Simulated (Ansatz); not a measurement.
The elements of this relaxed trial crystal are hidden behind letters.

```
lattice vectors (Å)
   4.7692    0.0000    0.0000
   0.0000    4.7692    0.0000
   0.0000    0.0000    5.0685
fractional positions
X 0.5000 0.0000 0.5000
X 0.0000 0.5000 0.5000
Z 0.0000 0.0000 0.0000
Q 0.5000 0.5000 0.0000
```

These are results of Ansatz 0.2.0, DFT PBE, scalar-relativistic, plane waves, PAW, not measurements. Plane waves to 420 eV, a 10×10×10 mesh through Γ for the 4-atom cell and 0.10 eV Gaussian smearing; collinear spin.

- Space group: P4/mmm (No. 123)
- Conventional cell: a = 4.769 Å, c = 5.068 Å
- Volume per atom: 28.82 Å³
- Density: 10.01 g/cm³
- Formation energy: −0.29 eV/atom
- Gap on the 10×10×10 mesh of the 4-atom cell: 0 eV (a metal)
- Net moment per atom: 1.85 μB

Energies are uncorrected and count from the elements' standard states at the same level.

Question: X is a lanthanide, Z is a lanthanide and Q is a d-block element of period 6. Which elements are they?

Answer: X = Yb, Z = Eu, Q = Au, so the formula is Yb2EuAu. Density times volume gives a mean mass of 10.01 × 28.82/1.6605 = 173.7 u per atom, and this set has 173.8 u. Around Yb lie 4 Yb at 3.37 Å, 4 Au at 3.48 Å and 4 Eu at 3.48 Å; around Eu lie 4 Au at 3.37 Å and 8 Yb at 3.48 Å; Au is surrounded by 4 Eu at 3.37 Å and 8 Yb at 3.48 Å. Other sets within the hints have nearly the same mass, so mass alone doesn't settle it; this one was computed.

These runs have no spin–orbit coupling, which can matter for Au. The 4f shell of Eu and Yb is treated without a Hubbard U, which places its levels poorly. Another magnetic order may lie lower. A structure relaxed within its symmetry needn't be a true minimum.
